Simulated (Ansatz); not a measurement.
Input for Ansatz (plane-wave DFT, PAW):

```yaml
crystal:
  lattice:
    - [0.0, 3.4114707533, 3.4114707533]
    - [3.4114707533, 0.0, 3.4114707533]
    - [3.4114707533, 3.4114707533, 0.0]
  atoms:
    - { symbol: Zr, position: [0.0, 0.0, 0.0], spin: -0.33 }
    - { symbol: Ti, position: [0.25, 0.25, 0.25], spin: -0.67 }
    - { symbol: Co, position: [0.62483035, 0.62483035, 0.12550895], spin: 1.54 }
    - { symbol: Co, position: [0.62483035, 0.12550895, 0.62483035], spin: 1.54 }
    - { symbol: Co, position: [0.12550895, 0.62483035, 0.62483035], spin: 1.54 }
    - { symbol: Co, position: [0.62483035, 0.62483035, 0.62483035], spin: 1.54 }
basis:
  ecutwfc: 500
kpoints:
  mp_grid: { grid: [10, 10, 10] }
hamiltonian:
  xc: r2scan
scf:
  occupations: { method: gaussian, width: 0.1 }
output:
  forces: true
  stress: true
  eigenvalues: true
  populations: true
magnetization:
  spin_polarized: true
relax:
  adjacent_minimum: "off"
  f_tol: 0.005
  max_steps: 80
  cell: { stress_tol: 0.05 }
```

It can be run as
```bash
ansatz run input.yaml --threads 1 --pin off --backend cpu --events-out ev --progress --plain --runs-dir out  # memory cap (--max-ram) not shown
```

Level of theory: Ansatz, DFT r2SCAN, scalar-relativistic, plane waves, PAW.

From the run's log, abridged:

```
Pseudopotentials: kind: paw
Pseudopotential: Zr, paw, valence charge 12, recommended cutoff 500 eV (meta_gga)
Pseudopotential: Ti, paw, valence charge 12, recommended cutoff 500 eV (meta_gga)
Pseudopotential: Co, paw, valence charge 17, recommended cutoff 500 eV (meta_gga)
Functional definition: r2SCAN
Crystal: 6 atoms, lattice volume = 79.406 Å³
Basis set: ecut = 500 eV, 1989 PW (Γ), exchange–correlation on 144×144×144 points (64 copies of the dense FFT grid, shifted against one another)
Bands: 60, of which v1, the nominal top of the filled ones, is band 46 counted from 1 (45 counted from 0)
Symmetry: 24 space group operations
Space group: F-43m (ITA 216), of the structure as read, at distance tolerance 4.3e-5 Å
Magnetic group: BNS 216.74 (UNI 1576), of the structure as read, at distance tolerance 4.3e-5 Å
k-points: 47 of 1000 (time reversal used)
Initial density: superposition of atomic densities (chi_scale 0.1, normalization cell, long waves kept (reshape's long-wave potential 0.00 eV rms))
Starting moments: Σ|m| = 7.16 μB on 6 of 6 sites
Initial wavefunctions: pseudopotential atomic-orbital guess
Functional: x = r2scan, c = r2scan; τ floored in thin density (d = 2e-4 eV/Å³)
SCF iter   1: F=—  HF=-27228.212201 eV  |F-HF|=—  |Δ(HF+E_count)|=         —  Δρ=9.24e-2 (↑5.79e-2 ↓9.24e-2) dr2=1.18e1  dr2_τ=6.02e-2  dr2_m=2.82e-1  M=4.742 μB ∫|m|=7.155 μB  β_m=1.00  ethr=3.10e-3  ⟨swp⟩=5.4  Hψ=16613  notcnv=0  defer=31
Mixer restart at iter 1: flushing history
spin=Collinear: Kerker preconditioning applied to the charge; magnetization (m = ρ↑ − ρ↓) channel mixes plain (no charge-response kernel on spin).
SCF iter   2: F=—  HF=-27224.220645 eV  |F-HF|=—  |Δ(HF+E_count)|=    3.99e0  Δρ=2.59e-2 (↑2.04e-2 ↓2.59e-2) dr2=2.06e0  dr2_τ=6.81e-2  dr2_m=6.29e-2  M=4.620 μB ∫|m|=7.512 μB  β_m=1.00  ethr=3.10e-3  ⟨swp⟩=3.0  Hψ=11386  notcnv=0  defer=461  κ⁻¹=1.0e0(r=1)
SCF iter   3: F=—  HF=-27225.020856 eV  |F-HF|=—  |Δ(HF+E_count)|=   8.00e-1  Δρ=1.62e-2 (↑1.62e-2 ↓1.60e-2) dr2=1.41e0  dr2_τ=2.80e-3  dr2_m=2.05e-3  M=4.472 μB ∫|m|=7.635 μB  β_m=1.00  ethr=2.24e-3  ⟨swp⟩=2.0  Hψ=6771  notcnv=0  defer=497  κ⁻¹=2.6e-2(r=2)
SCF iter   4: F=—  HF=-27226.305503 eV  |F-HF|=—  |Δ(HF+E_count)|=    1.28e0  Δρ=1.12e-2 (↑1.12e-2 ↓1.10e-2) dr2=7.88e-1  dr2_τ=9.20e-4  dr2_m=1.25e-3  M=4.311 μB ∫|m|=7.667 μB  β_m=1.00  ethr=1.53e-3  ⟨swp⟩=2.9  Hψ=8728  notcnv=0  defer=495  κ⁻¹=1.1e-2(r=3)
SCF iter   5: F=—  HF=-27226.901238 eV  |F-HF|=—  |Δ(HF+E_count)|=   5.96e-1  Δρ=7.27e-3 (↑7.27e-3 ↓7.27e-3) dr2=3.44e-1  dr2_τ=1.87e-3  dr2_m=8.16e-4  M=4.173 μB ∫|m|=7.639 μB  β_m=1.00  ethr=8.57e-4  ⟨swp⟩=2.5  Hψ=9066  notcnv=0  defer=438  κ⁻¹=9.2e-4(r=4)
SCF iter   6: F=—  HF=-27226.929743 eV  |F-HF|=—  |Δ(HF+E_count)|=   2.85e-2  Δρ=7.05e-3 (↑5.47e-3 ↓7.05e-3) dr2=6.07e-2  dr2_τ=6.50e-4  dr2_m=9.19e-4  M=4.141 μB ∫|m|=7.591 μB  β_m=1.00  ethr=3.74e-4  ⟨swp⟩=2.4  Hψ=10034  notcnv=0  defer=440  κ⁻¹=6.3e-5(r=5)
SCF iter   7: F=—  HF=-27226.941521 eV  |F-HF|=—  |Δ(HF+E_count)|=         —  Δρ=4.91e-3 (↑2.89e-3 ↓4.91e-3) dr2=3.43e-2  dr2_τ=2.57e-4  dr2_m=1.58e-3  M=4.115 μB ∫|m|=7.767 μB  β_m=1.00  ethr=6.60e-5  ⟨swp⟩=2.4  Hψ=8625  notcnv=0  defer=424
Mixer restart at iter 7: flushing history
SCF iter   8: F=—  HF=-27226.946545 eV  |F-HF|=—  |Δ(HF+E_count)|=   5.02e-3  Δρ=3.96e-3 (↑2.51e-3 ↓3.96e-3) dr2=2.83e-2  dr2_τ=2.92e-4  dr2_m=5.00e-4  M=4.113 μB ∫|m|=7.817 μB  β_m=1.00  ethr=3.73e-5  ⟨swp⟩=1.0  Hψ=5655  notcnv=0  defer=421  κ⁻¹=1.0e0(r=1)
SCF iter   9: F=—  HF=-27226.946721 eV  |F-HF|=—  |Δ(HF+E_count)|=   1.75e-4  Δρ=1.22e-3 (↑1.22e-3 ↓1.19e-3) dr2=3.82e-3  dr2_τ=4.99e-5  dr2_m=3.87e-4  M=4.109 μB ∫|m|=7.905 μB  β_m=1.00  ethr=3.07e-5  ⟨swp⟩=2.3  Hψ=9272  notcnv=0  defer=421  κ⁻¹=2.5e-2(r=2)
SCF iter  10: F=—  HF=-27226.948688 eV  |F-HF|=—  |Δ(HF+E_count)|=   1.97e-3  Δρ=6.80e-4 (↑6.80e-4 ↓6.76e-4) dr2=1.22e-3  dr2_τ=1.87e-5  dr2_m=1.08e-5  M=4.111 μB ∫|m|=7.844 μB  β_m=1.00  ethr=4.15e-6  ⟨swp⟩=2.1  Hψ=9127  notcnv=0  defer=414  κ⁻¹=5.0e-3(r=3)
SCF iter  11: F=—  HF=-27226.949167 eV  |F-HF|=—  |Δ(HF+E_count)|=   4.79e-4  Δρ=4.30e-4 (↑3.56e-4 ↓4.30e-4) dr2=2.43e-4  dr2_τ=2.83e-6  dr2_m=1.68e-5  M=4.108 μB ∫|m|=7.803 μB  β_m=1.00  ethr=1.33e-6  ⟨swp⟩=2.0  Hψ=8037  notcnv=0  defer=418  κ⁻¹=1.4e-3(r=4)
SCF iter  12: F=—  HF=-27226.949375 eV  |F-HF|=—  |Δ(HF+E_count)|=   2.08e-4  Δρ=2.88e-4 (↑2.73e-4 ↓2.88e-4) dr2=1.14e-4  dr2_τ=1.27e-6  dr2_m=4.50e-6  M=4.105 μB ∫|m|=7.795 μB  β_m=1.00  ethr=2.64e-7  ⟨swp⟩=2.0  Hψ=8025  notcnv=0  defer=418  κ⁻¹=8.5e-4(r=5)
SCF iter  13: F=—  HF=-27226.949577 eV  |F-HF|=—  |Δ(HF+E_count)|=   2.02e-4  Δρ=1.64e-4 (↑1.34e-4 ↓1.64e-4) dr2=2.37e-5  dr2_τ=3.72e-7  dr2_m=1.44e-6  M=4.098 μB ∫|m|=7.794 μB  β_m=1.00  ethr=1.23e-7  ⟨swp⟩=2.0  Hψ=9045  notcnv=0  defer=418  κ⁻¹=6.1e-5(r=6)
SCF iter  14: F=—  HF=-27226.949634 eV  |F-HF|=—  |Δ(HF+E_count)|=   5.64e-5  Δρ=1.15e-4 (↑9.29e-5 ↓1.15e-4) dr2=7.13e-6  dr2_τ=2.34e-7  dr2_m=2.80e-6  M=4.097 μB ∫|m|=7.789 μB  β_m=1.00  ethr=2.57e-8  ⟨swp⟩=2.0  Hψ=8563  notcnv=0  defer=418  κ⁻¹=1.9e-5(r=7)
SCF iter  15: F=—  HF=-27226.949662 eV  |F-HF|=—  |Δ(HF+E_count)|=   2.82e-5  Δρ=4.02e-5 (↑2.76e-5 ↓4.02e-5) dr2=1.00e-6  dr2_τ=2.83e-8  dr2_m=3.66e-7  M=4.097 μB ∫|m|=7.782 μB  β_m=1.00  ethr=7.75e-9  ⟨swp⟩=2.0  Hψ=9240  notcnv=0  defer=418  κ⁻¹=1.2e-5(r=8)
SCF iter  16: F=—  HF=-27226.949663 eV  |F-HF|=—  |Δ(HF+E_count)|=   1.57e-6  Δρ=3.51e-5 (↑1.77e-5 ↓3.51e-5) dr2=1.15e-6  dr2_τ=1.34e-8  dr2_m=9.27e-8  M=4.097 μB ∫|m|=7.781 μB  β_m=1.00  ethr=1.09e-9  ⟨swp⟩=2.0  Hψ=9011  notcnv=0  defer=418  κ⁻¹=2.7e-6(r=8)
SCF iter  17: F=—  HF=-27226.949664 eV  |F-HF|=—  |Δ(HF+E_count)|=   6.24e-7  Δρ=1.74e-5 (↑1.58e-5 ↓1.74e-5) dr2=3.29e-7  dr2_τ=8.32e-9  dr2_m=1.87e-8  M=4.097 μB ∫|m|=7.780 μB  β_m=1.00  ethr=1.09e-9  ⟨swp⟩=2.0  Hψ=9003  notcnv=0  defer=418  κ⁻¹=1.8e-5(r=8)
SCF iter  18: F=—  HF=-27226.949665 eV  |F-HF|=—  |Δ(HF+E_count)|=   9.25e-7  Δρ=8.00e-6 (↑5.90e-6 ↓8.00e-6) dr2=6.74e-8  dr2_τ=1.45e-9  dr2_m=3.42e-9  M=4.096 μB ∫|m|=7.780 μB  β_m=1.00  ethr=3.58e-10  ⟨swp⟩=2.0  Hψ=9374  notcnv=0  defer=418  κ⁻¹=9.1e-6(r=8)
SCF iter  19: F=—  HF=-27226.949665 eV  |F-HF|=—  |Δ(HF+E_count)|=   1.86e-7  Δρ=5.53e-6 (↑2.45e-6 ↓5.53e-6) dr2=1.73e-8  dr2_τ=6.54e-10  dr2_m=8.61e-9  M=4.096 μB ∫|m|=7.780 μB  β_m=1.00  ethr=7.32e-11  ⟨swp⟩=2.0  Hψ=9365  notcnv=0  defer=418  κ⁻¹=3.1e-5(r=8)
SCF iter  20: F=-27226.949665 eV  HF=-27226.949665 eV  |F-HF|=1.83e-8  |Δ(HF+E_count)|=   6.48e-8  Δρ=5.47e-6 (↑3.40e-6 ↓5.47e-6) dr2=3.85e-8  dr2_τ=7.77e-10  dr2_m=6.94e-9  M=4.096 μB ∫|m|=7.780 μB  ethr=1.88e-11  ⟨swp⟩=8.1  Hψ=20776  notcnv=0
SCF 1 converged in 20 iterations: F = -27226.949665 eV  dr2 = 3.85e-8
relax step   1: F+E_penalty+E_count = -27226.94966526 eV  Δ(F+E_penalty+E_count) = +0.000e0 eV  max|allowed force component| = 1.513e-3 eV/Å  Δτ_max = 0.0000 Å  P = +0.080 GPa  Ω = 79.406 Å³  (20 SCF iters, dr2 threshold 1.00e-7 eV, accepted)
Crystal: 6 atoms, lattice volume = 79.438 Å³
Initial density: handed on by an earlier stage of this run
Starting moments: Σ|m| = 7.16 μB on 6 of 6 sites; this step starts from the density that it was given
Initial wavefunctions: those handed on with the density
SCF iter   1: F=—  HF=-27226.949629 eV  |F-HF|=—  |Δ(HF+E_count)|=         —  Δρ=1.25e-4 (↑1.25e-4 ↓4.83e-5) dr2=1.21e-5  dr2_τ=6.35e-6  dr2_m=2.13e-6  M=4.096 μB ∫|m|=7.784 μB  β_m=1.00  ethr=8.79e-9  ⟨swp⟩=2.0  Hψ=21386  notcnv=0
spin=Collinear: Kerker preconditioning applied to the charge; magnetization (m = ρ↑ − ρ↓) channel mixes plain (no charge-response kernel on spin).
SCF iter   2: F=—  HF=-27226.949644 eV  |F-HF|=—  |Δ(HF+E_count)|=   1.55e-5  Δρ=1.83e-5 (↑1.83e-5 ↓1.67e-5) dr2=4.56e-7  dr2_τ=6.66e-8  dr2_m=1.85e-8  M=4.096 μB ∫|m|=7.784 μB  β_m=1.00  ethr=8.79e-9  ⟨swp⟩=2.0  Hψ=9990  notcnv=0  κ⁻¹=1.0e0(r=1)
SCF iter   3: F=—  HF=-27226.949645 eV  |F-HF|=—  |Δ(HF+E_count)|=   9.66e-7  Δρ=1.56e-5 (↑9.66e-6 ↓1.56e-5) dr2=2.33e-7  dr2_τ=6.85e-9  dr2_m=2.57e-8  M=4.096 μB ∫|m|=7.784 μB  β_m=1.00  ethr=4.95e-10  ⟨swp⟩=2.0  Hψ=7517  notcnv=0  κ⁻¹=7.3e-3(r=2)
SCF iter   4: F=—  HF=-27226.949646 eV  |F-HF|=—  |Δ(HF+E_count)|=   8.24e-7  Δρ=1.22e-5 (↑5.99e-6 ↓1.22e-5) dr2=1.23e-7  dr2_τ=3.57e-9  dr2_m=1.54e-8  M=4.096 μB ∫|m|=7.784 μB  β_m=1.00  ethr=2.54e-10  ⟨swp⟩=2.0  Hψ=7404  notcnv=0  κ⁻¹=1.1e-3(r=3)
SCF iter   5: F=—  HF=-27226.949647 eV  |F-HF|=—  |Δ(HF+E_count)|=   9.92e-7  Δρ=7.98e-6 (↑4.74e-6 ↓7.98e-6) dr2=9.57e-8  dr2_τ=4.34e-10  dr2_m=2.47e-9  M=4.097 μB ∫|m|=7.785 μB  β_m=1.00  ethr=1.33e-10  ⟨swp⟩=2.0  Hψ=8953  notcnv=0  κ⁻¹=5.1e-5(r=4)
SCF iter   6: F=—  HF=-27226.949647 eV  |F-HF|=—  |Δ(HF+E_count)|=   4.32e-7  Δρ=5.07e-6 (↑1.85e-6 ↓5.07e-6) dr2=3.23e-8  dr2_τ=1.89e-10  dr2_m=3.96e-9  M=4.097 μB ∫|m|=7.785 μB  β_m=1.00  ethr=1.04e-10  ⟨swp⟩=2.0  Hψ=8963  notcnv=0  κ⁻¹=1.9e-5(r=5)
SCF iter   7: F=—  HF=-27226.949648 eV  |F-HF|=—  |Δ(HF+E_count)|=   1.56e-7  Δρ=2.85e-6 (↑1.67e-6 ↓2.85e-6) dr2=1.12e-8  dr2_τ=7.05e-11  dr2_m=2.45e-9  M=4.097 μB ∫|m|=7.785 μB  β_m=1.00  ethr=3.51e-11  ⟨swp⟩=2.1  Hψ=8360  notcnv=0  κ⁻¹=9.3e-6(r=6)
SCF iter   8: F=—  HF=-27226.949648 eV  |F-HF|=—  |Δ(HF+E_count)|=   6.71e-8  Δρ=1.06e-6 (↑8.75e-7 ↓1.06e-6) dr2=2.90e-9  dr2_τ=2.45e-11  dr2_m=2.54e-10  M=4.097 μB ∫|m|=7.785 μB  β_m=1.00  ethr=1.22e-11  ⟨swp⟩=2.0  Hψ=8900  notcnv=0  κ⁻¹=2.8e-6(r=7)
SCF iter   9: F=-27226.949648 eV  HF=-27226.949648 eV  |F-HF|=9.75e-9  |Δ(HF+E_count)|=   2.74e-8  Δρ=1.84e-6 (↑1.73e-6 ↓1.84e-6) dr2=1.15e-8  dr2_τ=7.54e-11  dr2_m=1.24e-10  M=4.097 μB ∫|m|=7.785 μB  ethr=3.16e-12  ⟨swp⟩=1.9  Hψ=18179  notcnv=0
SCF 2 converged in 9 iterations: F = -27226.949648 eV  dr2 = 1.15e-8
relax step   2: F+E_penalty+E_count = -27226.94964768 eV  Δ(F+E_penalty+E_count) = +1.757e-5 eV  max|allowed force component| = 7.988e-4 eV/Å  Δτ_max = 0.0000 Å  P = +0.010 GPa  Ω = 79.438 Å³  energy of the carried Pulay correction = -2.690e-5 eV  (9 SCF iters, dr2 threshold 1.59e-8 eV, accepted)
Initial wavefunctions: pseudopotential atomic-orbital guess (no wavefunctions were taken with the density)
SCF iter   1: F=—  HF=-27226.949640 eV  |F-HF|=—  |Δ(HF+E_count)|=         —  Δρ=3.38e-5 (↑2.63e-5 ↓3.38e-5) dr2=8.12e-7  dr2_τ=6.11e-9  dr2_m=7.92e-8  M=4.097 μB ∫|m|=7.785 μB  β_m=1.00  ethr=1.11e-8  ⟨swp⟩=4.1  Hψ=35527  notcnv=0
spin=Collinear: Kerker preconditioning applied to the charge; magnetization (m = ρ↑ − ρ↓) channel mixes plain (no charge-response kernel on spin).
SCF iter   2: F=—  HF=-27226.949701 eV  |F-HF|=—  |Δ(HF+E_count)|=   6.18e-5  Δρ=1.87e-5 (↑1.87e-5 ↓1.83e-5) dr2=2.37e-7  dr2_τ=5.50e-8  dr2_m=5.36e-9  M=4.097 μB ∫|m|=7.785 μB  β_m=1.00  ethr=8.83e-10  ⟨swp⟩=2.8  Hψ=8732  notcnv=0  κ⁻¹=1.0e0(r=1)
SCF iter   3: F=—  HF=-27226.949702 eV  |F-HF|=—  |Δ(HF+E_count)|=   8.01e-7  Δρ=1.28e-5 (↑1.22e-5 ↓1.28e-5) dr2=6.51e-8  dr2_τ=3.13e-8  dr2_m=1.39e-9  M=4.097 μB ∫|m|=7.785 μB  β_m=1.00  ethr=2.58e-10  ⟨swp⟩=2.1  Hψ=7341  notcnv=0  κ⁻¹=5.4e-3(r=2)
SCF iter   4: F=—  HF=-27226.949703 eV  |F-HF|=—  |Δ(HF+E_count)|=   8.26e-7  Δρ=7.74e-6 (↑7.65e-6 ↓7.74e-6) dr2=1.28e-8  dr2_τ=1.41e-8  dr2_m=1.33e-10  M=4.097 μB ∫|m|=7.785 μB  β_m=1.00  ethr=7.07e-11  ⟨swp⟩=2.0  Hψ=7524  notcnv=0  κ⁻¹=1.3e-3(r=3)
SCF iter   5: F=—  HF=-27226.949704 eV  |F-HF|=—  |Δ(HF+E_count)|=   6.53e-7  Δρ=2.31e-6 (↑2.28e-6 ↓2.31e-6) dr2=1.09e-9  dr2_τ=1.31e-9  dr2_m=5.12e-11  M=4.097 μB ∫|m|=7.785 μB  β_m=1.00  ethr=1.39e-11  ⟨swp⟩=2.0  Hψ=9993  notcnv=0  κ⁻¹=1.8e-4(r=4)
SCF iter   6: F=—  HF=-27226.949704 eV  |F-HF|=—  |Δ(HF+E_count)|=   6.03e-8  Δρ=9.96e-7 (↑7.44e-7 ↓9.96e-7) dr2=9.62e-10  dr2_τ=1.29e-10  dr2_m=4.15e-11  M=4.097 μB ∫|m|=7.785 μB  β_m=1.00  ethr=1.19e-12  ⟨swp⟩=2.0  Hψ=9794  notcnv=0  κ⁻¹=8.9e-6(r=5)
SCF iter   7: F=—  HF=-27226.949704 eV  |F-HF|=—  |Δ(HF+E_count)|=   6.25e-9  Δρ=2.78e-7 (↑2.78e-7 ↓2.75e-7) dr2=1.63e-10  dr2_τ=1.40e-11  dr2_m=4.71e-12  M=4.097 μB ∫|m|=7.785 μB  β_m=1.00  ethr=1.05e-12  ⟨swp⟩=2.0  Hψ=7934  notcnv=0  κ⁻¹=3.2e-6(r=6)
SCF iter   8: F=—  HF=-27226.949704 eV  |F-HF|=—  |Δ(HF+E_count)|=  4.37e-10  Δρ=2.03e-7 (↑1.46e-7 ↓2.03e-7) dr2=1.71e-11  dr2_τ=1.94e-12  dr2_m=1.30e-11  M=4.097 μB ∫|m|=7.785 μB  β_m=1.00  ethr=1.00e-12  ⟨swp⟩=1.7  Hψ=6584  notcnv=0  κ⁻¹=3.1e-6(r=7)
SCF iter   9: F=—  HF=-27226.949704 eV  |F-HF|=—  |Δ(HF+E_count)|=  9.82e-11  Δρ=9.10e-8 (↑5.83e-8 ↓9.10e-8) dr2=7.82e-12  dr2_τ=2.55e-13  dr2_m=8.34e-13  M=4.097 μB ∫|m|=7.785 μB  β_m=1.00  ethr=1.00e-12  ⟨swp⟩=1.0  Hψ=5640  notcnv=0  κ⁻¹=2.1e-6(r=8)
SCF iter  10: F=—  HF=-27226.949704 eV  |F-HF|=—  |Δ(HF+E_count)|=  2.18e-11  Δρ=5.34e-8 (↑5.34e-8 ↓3.42e-8) dr2=3.93e-12  dr2_τ=4.14e-14  dr2_m=1.54e-13  M=4.097 μB ∫|m|=7.785 μB  β_m=1.00  ethr=1.00e-12  ⟨swp⟩=1.0  Hψ=5640  notcnv=0  κ⁻¹=1.9e-6(r=8)
SCF iter  11: F=—  HF=-27226.949704 eV  |F-HF|=—  |Δ(HF+E_count)|=  7.28e-12  Δρ=2.31e-8 (↑1.68e-8 ↓2.31e-8) dr2=7.48e-13  dr2_τ=2.37e-14  dr2_m=2.49e-14  M=4.097 μB ∫|m|=7.785 μB  β_m=1.00  ethr=1.00e-12  ⟨swp⟩=1.0  Hψ=5640  notcnv=0  κ⁻¹=1.3e-6(r=8)
SCF iter  12: F=—  HF=-27226.949704 eV  |F-HF|=—  |Δ(HF+E_count)|=  1.09e-11  Δρ=1.80e-8 (↑1.10e-8 ↓1.80e-8) dr2=4.82e-13  dr2_τ=5.08e-15  dr2_m=1.31e-14  M=4.097 μB ∫|m|=7.785 μB  β_m=1.00  ethr=1.00e-12  ⟨swp⟩=1.0  Hψ=5640  notcnv=0  κ⁻¹=2.2e-6(r=8)
SCF iter  13: F=-27226.949704 eV  HF=-27226.949704 eV  |F-HF|=4.73e-11  |Δ(HF+E_count)|=  7.28e-12  Δρ=1.87e-7 (↑5.88e-8 ↓1.87e-7) dr2=5.30e-11  dr2_τ=2.06e-13  dr2_m=3.18e-12  M=4.097 μB ∫|m|=7.785 μB  ethr=1.00e-12  ⟨swp⟩=2.0  Hψ=13297  notcnv=0
SCF 3 converged in 13 iterations: F = -27226.949704 eV  dr2 = 5.30e-11
SCF converged after 13 iterations
Stability not checked: this state was not tested for a lower state beside it, because the mixer in use, unlike msr1, does not test its closes by its own steps (another_mixer; see scf.mixing.algorithm and scf.lower_state_search)
Magnetization: 4.0972 μB (48.0486 up, 43.9514 down)
Absolute magnetization: 7.7869 μB (∫|ρ↑−ρ↓|, with the PAW one-centre terms)
Spin contamination: 0.9959 ħ² per cell (⟨S²⟩ above its minimum at these occupations)
Per-site moments (μB) at R_I (Å): [(-0.33696607, 1.16711882), (-0.70752756, 1.16682515), (1.48006441, 0.99381936), (1.48006441, 0.99381936), (1.48006441, 0.99381936), (1.48006441, 0.99381936)]
Free energy (F): -27226.949704 eV
Harris-Foulkes:  -27226.949704 eV  (|F-HF|=4.73e-11)
Internal energy: -27226.931603 eV  (E = F + TS)
E sigma→0 (E₀):  -27226.940653 eV
Entropy (-TS):   -0.018101 eV (-3.017 meV/atom)
Fermi energy:    17.510963 eV
--- Per-component energies (eV) ---
  E_band       = -1358.815644
  E_kinetic    = 2428.869416
  E_local      = -14427.152642  (includes V_loc(G=0)·N_el)
  E_nonlocal   = 1901.006704
  E_hartree    = 6105.042885
  E_xc         = -883.053995
  E_vxc        = -1269.544732  (∫ρ·V_xc dr)
  E_paw        = -10117.890987  (= ΣΔE_a)
  E_vpaw       = -2283.047088  (= ΣTr[D̂ρ^β])
  E_aug_tail   = 0.000230  (compensation charges beyond the density's cutoff)
  E_vtau       = 80.967578  (kinetic-family band-sum trace: ∫τ·v_τ [+ j·A + Jᵃ·Aᵃ] dr)
  E_ewald      = -12232.154190
  E_core_change = -1.599024  (= ΣΔE_core)
  E_smearing   = -0.018101  (= −TS)
--- Forces (eV/Å), atoms counted from 1 ---
  atom   1  Zr     0.00000000     0.00000000     0.00000000
  atom   2  Ti     0.00000000     0.00000000     0.00000000
  atom   3  Co     0.00079970     0.00079970    -0.00079970
  atom   4  Co     0.00079970    -0.00079970     0.00079970
  atom   5  Co    -0.00079970     0.00079970     0.00079970
  atom   6  Co    -0.00079970    -0.00079970    -0.00079970
--- Stress (GPa, compression-positive) ---
        0.010538       0.000000       0.000000
        0.000000       0.010538       0.000000
        0.000000       0.000000       0.010538
  P = ⅓ Tr σ = 0.0105 GPa (0.105 kbar)
--- Band table (eV; the first three rows and the last of 94) ---
  k-point 0 ↑: bands = ["-82.5704", "-82.5193", "-82.5193", "-82.5193", "-44.5547", "-44.4305", "-44.4305", "-44.4305", "-44.3935", "-44.3935", "-44.2674", "-44.2674", "-44.2674", "-44.1849", "-44.1849", "-44.1849", "-41.7619", "-32.7511", "-16.9469", "-16.9469", "-16.9469", "-10.1327", "-10.1327", "-10.1327", "9.0681", "12.1160", "12.5204", "12.5204", "12.5204", "13.4065", "13.4065", "13.4065", "13.6219", "13.6219", "15.1111", "15.1111", "15.1622", "15.1622", "15.1622", "15.5207", "15.5207", "15.5207", "15.9405", "15.9405", "16.7181", "16.7181", "16.7181", "16.7985", "16.7985", "16.7985", "18.3977", "18.4646", "18.4646", "18.4646", "20.8327", "20.8327", "24.0505", "24.0505", "24.0505", "25. ...
  k-point 1 ↑: bands = ["-82.5695", "-82.5203", "-82.5193", "-82.5193", "-44.5490", "-44.4288", "-44.4280", "-44.4280", "-44.3922", "-44.3922", "-44.2702", "-44.2702", "-44.2674", "-44.1926", "-44.1860", "-44.1860", "-41.7618", "-32.7511", "-16.9470", "-16.9470", "-16.9470", "-10.1343", "-10.1326", "-10.1326", "9.1862", "12.1599", "12.5341", "12.5482", "12.5482", "13.3680", "13.4204", "13.4204", "13.6448", "13.6448", "15.0351", "15.0351", "15.1265", "15.1265", "15.1580", "15.4235", "15.4293", "15.4293", "15.9978", "15.9978", "16.5544", "16.5544", "16.6573", "16.7179", "17.1269", "17.1269", "17.6716", "18.4298", "18.4298", "19.1699", "20.8085", "20.8085", "23.6236", "24.0073", "24.0073", "25. ...
  k-point 2 ↑: bands = ["-82.5669", "-82.5229", "-82.5193", "-82.5193", "-44.5337", "-44.4227", "-44.4220", "-44.4220", "-44.3871", "-44.3871", "-44.2787", "-44.2787", "-44.2674", "-44.2147", "-44.1887", "-44.1887", "-41.7616", "-32.7509", "-16.9472", "-16.9472", "-16.9472", "-10.1384", "-10.1321", "-10.1321", "9.5295", "12.2518", "12.5905", "12.6271", "12.6271", "13.2708", "13.4597", "13.4597", "13.7187", "13.7187", "14.8063", "14.8063", "15.0710", "15.0710", "15.1456", "15.1472", "15.2684", "15.2684", "15.8794", "15.8794", "16.0916", "16.7175", "16.8236", "16.8236", "17.2487", "17.4507", "17.4507", "18.3452", "18.3452", "19.7668", "20.7598", "20.7598", "22.6718", "23.7284", "23.7284", "25. ...
  k-point 46 ↓: bands = ["-80.1850", "-80.1841", "-80.1564", "-80.1564", "-42.5565", "-42.1200", "-42.1172", "-42.0677", "-42.0623", "-42.0150", "-42.0124", "-42.0113", "-42.0085", "-41.9590", "-41.9587", "-41.8808", "-41.8807", "-33.0132", "-17.7545", "-17.7533", "-17.7476", "-10.4599", "-10.4524", "-10.4464", "11.8192", "12.0014", "13.0957", "13.3959", "14.2922", "14.4305", "14.5573", "14.6896", "15.2571", "15.2711", "15.3881", "15.4049", "15.6716", "15.6844", "15.9099", "15.9418", "16.1476", "16.1644", "16.9568", "16.9784", "17.9795", "18.1181", "18.2032", "18.2141", "18.3844", "18.4981", "18.7220", "18.9272", "19.4003", "19.8977", "20.4011", "20.6642", "20.7245", "20.8633", "23.5963", "2 ...
--- Relaxed structure (2 steps of the walk, 2 accepted, 1 SCFs on fresh bases) ---
  F+E_penalty+E_count = -27226.94970374 eV   max|allowed force component| = 7.997e-4 eV/Å   (the final SCF, on the basis selected at the relaxed cell)
  cell:  # Å, volume = 79.4383 Å³
    - [0.0, 3.41192926, 3.41192926]
    - [3.41192926, 0.0, 3.41192926]
    - [3.41192926, 3.41192926, 0.0]
  atoms:
    - { symbol: Zr, position: [0.0, 0.0, 0.0] }
    - { symbol: Ti, position: [0.25, 0.25, 0.25] }
    - { symbol: Co, position: [0.62482698, 0.62482698, 0.12551903] }
    - { symbol: Co, position: [0.62482698, 0.12551903, 0.62482698] }
    - { symbol: Co, position: [0.12551903, 0.62482698, 0.62482698] }
    - { symbol: Co, position: [0.62482698, 0.62482698, 0.62482698] }
--- Löwdin populations: 6 sites ---
  site symbol q [e]    m [muB]
     0     Zr     12.1953    -0.5407
     1     Ti     11.7295    -0.8802
     2     Co     16.7228     1.4624
     3     Co     16.7228     1.4624
     4     Co     16.7228     1.4624
     5     Co     16.7228     1.4624
  spilling = 0.012871 (of n_electrons = 92.000000)
```

The relaxation met its thresholds.

The state reached may not be the lowest one.